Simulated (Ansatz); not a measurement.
Input, command and steps of an Ansatz relaxation.

```yaml
crystal:
  lattice:
    - [3.3396306504, 0.0, 0.0]
    - [-1.6698153252, 2.8922049826, 0.0]
    - [0.0, 0.0, 5.3796262175]
  atoms:
    - { symbol: Zn, position: [0.3333333333, 0.6666666667, 0.4996921305] }
    - { symbol: Zn, position: [0.6666666667, 0.3333333333, -0.0003078695] }
    - { symbol: O, position: [0.6666666667, 0.3333333333, 0.3793178695] }
    - { symbol: O, position: [0.3333333333, 0.6666666667, 0.8793178695] }
basis:
  ecutwfc: 500
kpoints:
  mp_grid: { grid: [12, 12, 6] }
hamiltonian:
  xc: r2scan
scf:
  occupations: { method: gaussian, width: 0.02 }
output:
  forces: true
  stress: true
  eigenvalues: true
relax:
  adjacent_minimum: "off"
  f_tol: 0.01
  max_steps: 30
  cell: { stress_tol: 0.1, fix: [volume] }
```

```bash
ansatz run input.yaml --threads 1 --pin off --max-ram 2560MiB --backend cpu --events-out ev --progress --plain --runs-dir out
```

These are results of DFT r2SCAN, scalar-relativistic, plane waves, PAW in Ansatz 0.2.0, not measurements.

The volume is held at 1.1 times that of the relaxed cell.

Of 3 frames 3 are shown, positions in Å and forces in eV/Å; the SCF threshold varies from step to step. Steps run on the plane waves of an earlier cell, with a Pulay correction in the pressure. The basis is chosen afresh for the last frame, the zero of the energies, and at times for earlier ones too; energy and pressure step there, also at an unchanged geometry.

```xyz
4
Lattice="3.3396 0.0000 0.0000 -1.6698 2.8922 0.0000 0.0000 0.0000 5.3796" Properties=species:S:1:pos:R:3:forces:R:3 pbc="T T T" step=1 free_energy_over_end_meV_per_atom=0.01 pressure_GPa=-11.60
Zn    0.0000    1.9281    2.6882    0.0000    0.0000   -0.0010
Zn    1.6698    0.9641   -0.0017    0.0000    0.0000   -0.0010
O     1.6698    0.9641    2.0406    0.0000    0.0000    0.0010
O     0.0000    1.9281    4.7304    0.0000    0.0000    0.0010
4
Lattice="3.3388 0.0000 0.0000 -1.6694 2.8915 0.0000 0.0000 0.0000 5.3823" Properties=species:S:1:pos:R:3:forces:R:3 pbc="T T T" step=2 free_energy_over_end_meV_per_atom=0.00 pressure_GPa=-11.60
Zn    0.0000    1.9277    2.6898    0.0000    0.0000   -0.0011
Zn    1.6694    0.9638   -0.0013    0.0000    0.0000   -0.0011
O     1.6694    0.9638    2.0412    0.0000    0.0000    0.0010
O     0.0000    1.9277    4.7324    0.0000    0.0000    0.0010
4
Lattice="3.3388 0.0000 0.0000 -1.6694 2.8915 0.0000 0.0000 0.0000 5.3823" Properties=species:S:1:pos:R:3:forces:R:3 pbc="T T T" step=3 free_energy_over_end_meV_per_atom=0.00 pressure_GPa=-11.60
Zn    0.0000    1.9277    2.6898    0.0000    0.0000   -0.0010
Zn    1.6694    0.9638   -0.0013    0.0000    0.0000   -0.0010
O     1.6694    0.9638    2.0412    0.0000    0.0000    0.0010
O     0.0000    1.9277    4.7324    0.0000    0.0000    0.0010
```

It took 65 s on 1 thread of Arm Neoverse V1 (shared host), peak memory 0.51 GiB.